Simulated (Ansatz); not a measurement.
WS₂:
```xyz
6
Lattice="3.1541 0.0000 0.0000 -1.5771 2.7315 0.0000 0.0000 0.0000 12.1411" Properties=species:S:1:pos:R:3 pbc="T T T"
W      0.0000     1.8210     9.1058
W      1.5771     0.9105     3.0353
S      0.0000     1.8210     1.4606
S      1.5771     0.9105    10.6805
S      1.5771     0.9105     7.5311
S      0.0000     1.8210     4.6100
```

Relaxed with PBE+D3(BJ).

Q: Map the electron localisation function on the plane through (0.333, 0.667, 0.750) spanned by u = [0, 0, 1] and v = [1, -1, 0] in lattice vectors, from DFT-PBE+D3(BJ) in the program Ansatz with PAW potentials.

A: x is the fraction of u, y of v (the angle between them is 90°; rows are the nearest grid lines); atoms in the plane: W at (0.00, 0.00), W at (0.50, 0.33), S at (0.37, 0.00), S at (0.13, 0.33), S at (0.87, 0.33), S at (0.63, 0.00).
```
|0374221000499910166336610199940001224730|
|1573221000399930376336730399930001223751|
|6762221000289963686336863699820001222676|
|6411111000058888875335788888500001111146|
|3211111000026777764334677776200001111123|
|2211110000002444433443344442000000111122|
|4321100000000111122442211110000000011234|
|5421000000000000012442100000000000001245|
|5421000000000000012442100000000000001245|
|5422111100000000112332110000000011112245|
|4433444420000001111221111000000244443344|
|3346777762000011111221111100002677776433|
|3357888885000011111441111100005888887533|
|2368878997100012214774122100017998788632|
|2368636998200012226776222100028996368632|
|1366101999400012247337422100049991016631|
|1367303999300012237557322100039993037631|
|1368747998200123326776233210028997478631|
|1258888996101456534664356541016998888521|
|2237999883015788852442588875103889997322|
|5425888751038899973223799988301578885245|
|6762332100289974786336874799820012332676|
|1573221000399930376336730399930001223751|
|0374221000499910166336610199940001224730|
```
Scale: ten equal steps from 0.002 (start of '0') to 0.948 (end of '9'), in the order '0123456789'; x runs from 0.000 to 1.00, y from 0.000 (bottom) to 1.00 (top).

The density is the valence pseudo-density with augmentation charge, so density and ELF within about 1 Å of a nucleus are not all-electron values.

Space group P6_3/mmc. The cell was relaxed with PBE+D3(BJ) under the symmetry of its start; phonons on a q-mesh show no instability. The run is not spin-polarised. Scalar-relativistic: spin–orbit coupling is off unless named, which matters more the heavier the elements.

Potentials: the later of the program's two PAW sets.
